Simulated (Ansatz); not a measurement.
Trial structure of Ga4AsP3, not yet relaxed:

```cif
data_structure
_symmetry_space_group_name_H-M 'P-43m'
_symmetry_Int_Tables_number 215
_cell_length_a 5.4080
_cell_length_b 5.4080
_cell_length_c 5.4080
_cell_angle_alpha 90.000
_cell_angle_beta 90.000
_cell_angle_gamma 90.000
_cell_volume 158.17
loop_
_atom_site_label
_atom_site_type_symbol
_atom_site_symmetry_multiplicity
_atom_site_Wyckoff_symbol
_atom_site_fract_x
_atom_site_fract_y
_atom_site_fract_z
_atom_site_occupancy
Ga1 Ga 4 e 0.75000 0.75000 0.25000 1
P1 P 3 d 0.50000 0.00000 0.00000 1
As1 As 1 b 0.50000 0.50000 0.50000 1
```

Level of theory: Ansatz 0.2.0, DFT PBE, scalar-relativistic, plane waves, PAW. Cutoff 420 eV; k points 4×4×4 on the computed 8-atom cell (Γ-centred); Gaussian smearing, width 0.10 eV; no spin polarisation.

The zero of energy is the elements' standard structures at the same level; no fitted shifts are applied. The references include black phosphorus.

Task: What does a single point on this coarse mesh give?

Result: The pressure is 7.7 GPa (it wants to expand), the largest force is 0.79 eV/Å, and the energy is −0.36 eV/atom against the elements. The shortest distance is 2.34 Å.

Task: Is it a good guess?

Result: A fair one: relaxing gains about 0.05 eV/atom in 7 ionic steps and ends at −0.406 eV/atom on the finer mesh. The symmetry stays P-43m (No. 215). The volume per atom grows by 8.9 %, from 19.8 to 21.5 Å³. The shortest distance goes from 2.34 Å (Ga–As and Ga–P) to 2.40 Å (Ga–P). Conventional cell: a = 5.564 Å. Ga has 3 P at 2.40 Å and 1 As at 2.45 Å; around P lie 4 Ga at 2.40 Å; around As lie 4 Ga at 2.45 Å.

The last run used a 6×6×6 mesh for its 8-atom cell and Gaussian smearing of 0.02 eV. The reference forms of As and P are held partly by dispersion forces, which this level lacks. The relaxation can't lower the symmetry of the start, and the grade says only how near the guess is to its own end. A structure relaxed within its symmetry needn't be a true minimum.
